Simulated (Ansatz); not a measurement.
Nb (bcc type), DFT, r2SCAN, PAW with Ansatz's default frozen-core files, scalar-relativistic (Ansatz 0.2.0), on 1 thread of Arm Neoverse V1 (shared host).

Command: `ansatz run input.yaml --threads 1 --pin off --max-ram 2048MiB --backend cpu --events-out ev --progress --plain --runs-dir out`

```yaml
crystal:
  lattice:
    - [-1.4810969244, 1.4810969244, 1.4810969244]
    - [1.4810969244, -1.4810969244, 1.4810969244]
    - [1.4810969244, 1.4810969244, -1.4810969244]
  atoms:
    - { symbol: Nb, position: [0.0, 0.0, 0.0] }
kpoints:
  mp_grid: { grid: [18, 18, 18] }
scf:
  occupations: { method: fermi_dirac, width: 0.1 }
hamiltonian:
  xc: r2scan
  pseudopotentials: { kind: paw }
output:
  forces: true
  stress: true
  eigenvalues: true
  populations: true
```

**Question.** How large is the problem that the program sets up?

**Answer.** 195 irreducible k-points, 321 plane waves at Γ, 11 bands.

**Question.** About how long does it take?

**Answer.** 4.7 s of wall time for 6 SCF iterations. Times on shared machines scatter by tens of per cent.
